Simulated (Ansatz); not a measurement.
Relaxed Be (hcp, Mg type):

```xyz
4
Lattice="4.5294 0.0000 0.0000 -1.1324 1.9613 0.0000 0.0000 0.0000 3.5612" Properties=species:S:1:pos:R:3 pbc="T T T"
Be     0.0000     1.3075     2.6709
Be     2.2647     1.3075     2.6709
Be     1.1324     0.6538     0.8903
Be     3.3971     0.6538     0.8903
```

In each cell atom 3 (Be, nearest neighbour Be at 2.209 Å; its periodic images, 2.3 Å or more away, move with it) moves by s·(-0.513, 0.296, -0.806) (towards the nearest neighbour), the rest being held.

All values below come from PBE (plane waves to 420 eV, PAW, scalar-relativistic; Ansatz, a first-principles code). k mesh 19×19×11 (Γ-centred), Fermi-Dirac smearing 0.05 eV. Stress and pressure are positive under compression. With partly filled bands, energies and forces of such displacements shift with the k mesh and the smearing. F∥ is the force on the atom along that direction. Be was relaxed with its symmetry unable to fall. 

```
s (Å)   F∥ (eV/Å)  P (GPa)
------  ---------  -------
-0.440      3.786        ?
-0.352      2.905      4.6
-0.264      2.101      2.6
-0.176      1.362      1.1
-0.088      0.670      0.3
0.000      -0.001      0.0
0.088      -0.679      0.3
0.176      -1.400      1.2
0.264           ?      2.6
0.352      -3.152      4.8
0.440      -4.302      7.6
```

Question: Some entries are withheld; supply them.

Answer: 
- -0.440, P (GPa): 7.2
- 0.264, F∥ (eV/Å): -2.207

(A displaced cell: forces are minus the slopes of the energy, force constants its curvatures, and phonons follow from these.)
